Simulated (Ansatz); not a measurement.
## ZrC: do energies and stresses tell the same story?

These are results of DFT PBEsol, scalar-relativistic, plane waves, PAW in Ansatz 0.2.0, not measurements.

Cutoff 420 eV; k points 16×16×16 on the computed 2-atom cell (Γ-centred); Gaussian smearing, width 0.10 eV; no spin polarisation.

Relaxed cell: Fm-3m, a = 4.669 Å, b = 4.669 Å, c = 4.669 Å, α = 90.00°, β = 90.00°, γ = 90.00°, 2 atoms in the primitive cell.

Energies at zero smearing and pressures from the stress tensor, at volumes with shape and atoms relaxed:
```
V (Å³/atom) E − E(first) (meV/atom) P (GPa)
     11.960                     0.00    16.49
     12.342                   -28.38     7.59
     12.724                   -37.09    -0.05
     13.106                   -28.91    -6.62
     13.487                    -6.22   -12.26
```

Question: Check P = −dE/dV between neighbouring volumes, and get the bulk modulus from the pressures alone.

Answer: With 1 eV/Å³ = 160.2 GPa:
| middle V (Å³/atom) | −ΔE/ΔV (GPa) | mean P (GPa) |
| --- | --- | --- |
| 12.151 | 11.913 | 12.043 |
| 12.533 | 3.656 | 3.773 |
| 12.915 | -3.432 | -3.332 |
| 13.296 | -9.523 | -9.437 |

The two differ by 0.13 GPa at most. The mean of two end pressures misses the average over a step by about ΔV² P″/12, up to 0.11 GPa here; with that taken off 0.02 GPa remains. Around V = 12.724 Å³/atom, the two neighbours give B = −V ΔP/ΔV = 12.724 × 14.21 / 0.763 = 236.8 GPa, against B0 = 236.1 GPa from the Birch–Murnaghan fit of the energies.